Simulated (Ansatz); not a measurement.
Below is a relaxed structure of AlB3P4. The cell was found from a structure generator's guess, not taken from experiment.

Level of theory: Ansatz 0.2.0, DFT PBE, scalar-relativistic, plane waves, PAW. Cutoff 420 eV, Γ-centred mesh, Gaussian smearing, no spin polarisation.

```xyz
8
Lattice="-2.4051 2.4051 4.7807 2.4051 -2.4051 4.7807 2.4051 2.4051 -4.7807" Properties=species:S:1:pos:R:3 pbc="T T T"
Al    0.0000    0.0000    4.7807
B     0.0000    0.0000    0.0000
B     0.0000    2.4051    2.3904
B     2.4051    0.0000    2.3904
P     1.0715    1.0715    1.2866
P     1.3336   -1.3336    3.4941
P     1.3336    1.3336    6.0673
P    -1.3336    1.3336    3.4941
```

Energies over the elements count from the elements' standard structures at the same level, with no fitted energy shifts. The references include black phosphorus.

Question: Find its symmetry and describe it.

Answer: I-42m (No. 121), with Al and B ordered on zinc blende sites. Conventional cell: a = 4.810 Å, c = 9.561 Å. Around Al lie 4 P at 2.28 Å; B on a site of symmetry -42m is surrounded by 4 P at 1.99 Å; around B on a site of symmetry -4 lie 4 P at 2.04 Å; P is surrounded by 3 B at 1.99–2.04 Å and 1 Al at 2.28 Å.

Question: How far does it lie from the elements in energy?

Answer: −0.284 eV/atom. A negative formation energy is needed for stability but isn't enough: competing phases decide.

Question: Is it a metal?

Answer: No, the gap on the 8×8×8 mesh is 0.92 eV.

The last run used an 8×8×8 mesh for its 8-atom cell and Gaussian smearing of 0.02 eV. Kohn–Sham gaps at this level usually fall short of measured ones. The reference form of P is held partly by dispersion forces, which this level lacks. Symmetry constrained the relaxation, so the result can be a saddle point.
